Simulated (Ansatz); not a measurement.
Li₄Ca₂MgSi₂N₆ in space group C2/m (No. 12; Pearson symbol mS30), DFT-r²SCAN in the program Ansatz with PAW potentials. The conduction-band minimum lies at Y, with 1 equivalent valley. Second derivatives d²E/dk² of the lowest band at one valley (eV·Å²), along Cartesian directions:

```csv
direction,d²E/dk²
[100],6.843
[010],21.57
[001],2.469
[110],14.21
[101],5.497
[011],12.02
```

Q: Find the principal effective masses, the density-of-states mass and the conductivity mass.

A: Off-diagonal terms follow from H_xy = H[110] − (H_xx + H_yy)/2, and m*/mₑ = 7.620 eV·Å² over each eigenvalue: 0.35, 1.1, 3.3. One valley's DOS mass (m₁m₂m₃)^(1/3) = 1.1, conductivity mass 3/(Σ 1/mᵢ) = 0.74 mₑ.

Q: What effective density of states Nc follows at 300 K for parabolic valleys?

A: Nc = 2.509e19 × 1 × (1.1)^(3/2) ≈ 2.9e19 cm⁻³.

The workflow started from a Materials Project entry (that database holds measured and hypothetical structures alike); the Crystallography Open Database copy checked does not list it. Its standing as an ambient phase is unchecked. Symmetry was held in the r²SCAN relaxation; its stability against distortions is not shown here.

Potentials: the later of the program's two PAW sets.

Edges and masses are those of Kohn–Sham bands, whose gap is no quasiparticle gap.
